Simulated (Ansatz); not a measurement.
C:
```cif
data_C6
_chemical_formula_sum 'C6'
_space_group_name_H-M_alt 'P63/mmc'
_space_group_IT_number 194
_space_group_name_Hall '-P 6c 2c'
_cell_length_a 4.45677
_cell_length_b 4.45677
_cell_length_c 2.52997
_cell_angle_alpha 90.000
_cell_angle_beta 90.000
_cell_angle_gamma 120.000
loop_
_atom_site_label
_atom_site_type_symbol
_atom_site_symmetry_multiplicity
_atom_site_Wyckoff_symbol
_atom_site_fract_x
_atom_site_fract_y
_atom_site_fract_z
_atom_site_occupancy
C1 C 6 h 0.10422 0.55211 0.25000 1
```

Relaxed with plane-wave PAW PBE (Ansatz code). Indices refer to the conventional cell of P6_3/mmc, a = b = 4.4568 Å, c = 2.5300 Å, α = β = 90.00°, γ = 120.00°.

Simulate the powder diffraction pattern (Ag Kα, λ = 0.560885 Å; lines above 1 %) up to 2θ = 30°.

Simulated powder pattern, Ag Kα, λ = 0.560885 Å (kinematic, ideal powder, no thermal factors, no anomalous dispersion; the 30 strongest lines at most, above 1 %, up to 2θ = 30°):

| 2θ (°) | d (Å) | I/Imax (%) | hkl |
|---|---|---|---|
| 8.33 | 3.860 | 100 | (1 0 -1 0) |
| 15.23 | 2.116 | 34 | (1 0 -1 1) |
| 16.71 | 1.930 | 26 | (2 0 -2 0) |
| 22.17 | 1.459 | 2.0 | (2 1 -3 0) |
| 25.18 | 1.287 | 3.5 | (3 0 -3 0) |
| 25.62 | 1.265 | 4.5 | (0002) |
| 25.64 | 1.264 | 16 | (2 1 -3 1) |
| 26.98 | 1.202 | 3.0 | (1 0 -1 2) |
| 28.31 | 1.147 | 14 | (3 0 -3 1) |

The start of the workflow was typed in or built on a structure type. Its sites differ from those of the usual phase in this space group: another stacking or structure type. The cell was relaxed with PBE under the symmetry of its start; its stability against distortions is not shown here.

Potentials: the later of the program's two PAW sets.
